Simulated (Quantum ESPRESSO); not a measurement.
B4N2CO, convergence and cost over cutoff and k mesh

Simulated, not a measurement. The program is pw.x of Quantum ESPRESSO 7.5 (plane-wave density functional theory). The cell is made up: 8 atoms on a wurtzite lattice, with randomly drawn elements, strain and displacements, not relaxed. PseudoDojo standard norm-conserving files (v0.5 for PBE, v0.4.1 for LDA and PBEsol) set the functional; there is no spin polarisation, spin-orbit coupling or dispersion term, and the masses in the input are unused placeholders.

Input of the run in row 2:

```
&control calculation='scf', pseudo_dir='./dojo.nc.sr.pbe.v0_5.standard.upf', outdir='./o', disk_io='medium', tprnfor=.true., tstress=.true. /
&system ibrav=0, nat=8, ntyp=4, nbnd=22, ecutwfc=84.00895049, nosym=.true., tot_charge=0,
 occupations='smearing', smearing='fd', degauss=0.0018374661
/
&electrons conv_thr=7.350e-09, electron_maxstep=60, /
ATOMIC_SPECIES
B 1.0 B.upf
C 1.0 C.upf
N 1.0 N.upf
O 1.0 O.upf
CELL_PARAMETERS angstrom
2.5983 -0.0184 0.046
-0.0318 4.5736 0.0197
0.0751 0.0185 4.2198
ATOMIC_POSITIONS angstrom
B 0.0165 -0.0503 -0.0397
B 1.2866 2.2817 0.0594
B 1.3162 0.7693 2.1219
B 0.0096 3.0323 2.2104
N 0.034 0.0514 1.605
C 1.2831 2.3007 1.6114
O 1.3477 0.8288 3.7467
N 0.0309 3.0977 3.682
K_POINTS automatic
7 4 4 1 1 1
```

The same cell was run at these settings. Meshes are shifted by half a step, and differences are from the last row, which is itself not exact.

| cutoff (eV) | k mesh | k points solved | threshold (eV) | free energy less the last row's (eV) | pressure (GPa) | largest stress difference (GPa) | largest force difference (eV/Å) | iterations | wall time (s) | k-point pools | processor |
| --- | --- | --- | --- | --- | --- | --- | --- | --- | --- | --- | --- |
| 800 | 2 x 2 x 2 | 4 | 1e-04 | -0.804 | -11.67 | 22.15 | 0.390 | 9 | 10 | 1 | AMD EPYC, Zen 5 class |
| 1143 | 7 x 4 x 4 | 56 | 1e-07 | 0.001 | -0.39 | 0.05 | 0.003 | 12 | 124 | 1 | AMD EPYC, Zen 5 class |
| 1437 | 9 x 6 x 6 | 162 | 1e-07 | 0.000 | -0.37 | 0.00 | 0.000 | 12 | 380 | 1 | AMD EPYC, Zen 5 class |

Each pool is one process. Wall times include start-up and a band step at six k points, which weighs most on the coarsest meshes. The runs were on shared virtual cores whose load varied, so times are rough.